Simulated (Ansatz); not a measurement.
Cu3Sb (P6/mmm) was relaxed and computed twice in Ansatz (plane waves, PAW), once with PBEsol and once with r²SCAN.

```
                                                                            run 1                                                        run 2
--------------------  -----------------------------------------------------------  -----------------------------------------------------------
cell                  a = b = 4.4471 Å, c = 4.8563 Å, α = β = 90.00°, γ = 120.00°  a = b = 4.4783 Å, c = 4.8897 Å, α = β = 90.00°, γ = 120.00°
ΔH_f (eV/atom)                                                               0.52                                                         0.45
B₀ by P(V) fit (GPa)                                                         69.2                                                         66.4
```

**Question.** Which run used which functional?

**Answer.** Run 1 is PBEsol, run 2 is r²SCAN.

Typed or built starts, not in the databases checked: Cu3Sb, P6/mmm (Sb on 1a, Cu on 1b, Cu on 2c). Unstable at this level: Cu3Sb, P6/mmm (Sb on 1a, Cu on 1b, Cu on 2c) with PBEsol. All cells were relaxed under the symmetry of their starts (and spin orders); stability against distortions was not tested throughout. Rows with no word on spin ran without spin polarisation. Spin–orbit coupling is left out wherever it is not named.

Potentials: the later of the program's two PAW sets.

Ansatz (a program for electronic structure) is a plane-wave DFT program.

Formation energies count from the lowest solids of the elements computed at the same level, not from gases.
